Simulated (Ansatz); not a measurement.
TiO:
```yaml
crystal:
  lattice:
    - [4.91400, 0.00000, 0.00000]
    - [-2.45700, 4.25565, 0.00000]
    - [0.00000, 0.00000, 2.80643]
  atoms:
    - { symbol: Ti, position: [0.66667, 0.33333, 0.50000] }
    - { symbol: Ti, position: [0.33333, 0.66667, 0.50000] }
    - { symbol: Ti, position: [0.00000, 0.00000, 0.00000] }
    - { symbol: O, position: [0.60497, 0.60497, 0.00000] }
    - { symbol: O, position: [0.00000, 0.39503, 0.00000] }
    - { symbol: O, position: [0.39503, 0.00000, 0.00000] }
```

Relaxed with LDA. Special points in fractions of this cell's reciprocal vectors: Γ (0.000, 0.000, 0.000); M (0.500, 0.000, 0.000); K (0.333, 0.333, 0.000); A (0.000, 0.000, 0.500); L (0.500, 0.000, 0.500); H (0.333, 0.333, 0.500).

Task: List the band energies nearest the Fermi level at these points for LDA in the plane-wave PAW code Ansatz.

Result: In eV from the Fermi level; about four levels below and three above (degenerate sets whole), none deeper than 8.9 eV; points with the same levels are listed once.

| k | below | above |
|---|---|---|
| Γ | -3.56 -0.95 -0.94 -0.94 | 0.27 0.27 0.85 0.85 |
| M | -5.50 -2.61 -2.25 -1.95 | 0.41 0.90 1.13 |
| K | -5.88 -2.53 -2.01 -2.01 | 0.51 1.02 1.03 1.03 |
| A | -6.00 -6.00 -5.98 -2.13 -2.13 | 0.71 1.08 1.08 |
| L | -5.65 -2.18 -1.49 -0.64 | 0.48 0.66 1.71 |
| H | -5.93 -5.93 -1.61 -1.61 -1.47 | 1.36 1.36 1.45 1.45 |

Space group P-62m. The workflow started from a Materials Project entry (that database holds measured and hypothetical structures alike); the Crystallography Open Database copy checked does not list it. COD files the formula under space group No. 12, 225, so this cell is another polymorph or a model. Its standing as an ambient phase is unchecked. Symmetry was held in the LDA relaxation; of distortions, only those at the zone centre were tested. No spin polarisation was allowed. Without spin polarisation and U, an open-shell compound can come out a false metal.

Potentials: the later of the program's two PAW sets.
